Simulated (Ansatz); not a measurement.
Consider a crystal of Li5GaSb2 in space group F-43m (No. 216), with Li on 16e and 4d; Ga on 4c; Sb on 4b and 4a.

All numbers below come from Ansatz, DFT PBE, scalar-relativistic, plane waves, PAW. Cutoff 420 eV, Γ-centred mesh, Gaussian smearing, no spin polarisation.

Energies over the elements count from the elements' standard structures at the same level, with no fitted energy shifts.

Problem. Predict the relaxed structure.

Solution.

Space group F-43m (No. 216). a = 11.064 Å, b = 11.064 Å, c = 11.064 Å, α = 90.00°, β = 90.00°, γ = 90.00°
| atom | site | symmetry | x | y | z |
| --- | --- | --- | --- | --- | --- |
| Li | 16e | .3m | 0.3740 | 0.3740 | 0.1260 |
| Li | 4d | -43m | 0.2500 | 0.2500 | 0.7500 |
| Ga | 4c | -43m | 0.2500 | 0.2500 | 0.2500 |
| Sb | 4b | -43m | 0.5000 | 0.0000 | 0.0000 |
| Sb | 4a | -43m | 0.0000 | 0.0000 | 0.0000 |

Li on a site of symmetry 3m is surrounded by 1 Ga at 2.38 Å, 1 Sb at 2.42 Å, 6 Li at 3.88–3.94 Å, 3 Sb at 4.58 Å and 3 Li at 4.59 Å; Li on a site of symmetry -43m is surrounded by 12 Li at 4.59 Å and 8 Sb at 4.79 Å (long contacts); Ga has 4 Li at 2.38 Å and 8 Sb at 4.79 Å; around Sb on its first site lie 16 Li at 4.58–4.79 Å and 4 Ga at 4.79 Å (long contacts); 1 more site not described. Another local minimum with the same sites may exist.

Problem. And its energy and gap?

Solution. The formation energy is +0.64 eV/atom. The gap on the 6×6×6 mesh of the 8-atom cell is 0 eV (a metal). It can't be a ground state, since the elements alone are lower.

The last run used Gaussian smearing of 0.10 eV. These runs have no spin–orbit coupling, which can matter for Sb. Symmetry constrained the relaxation, so the result can be a saddle point.
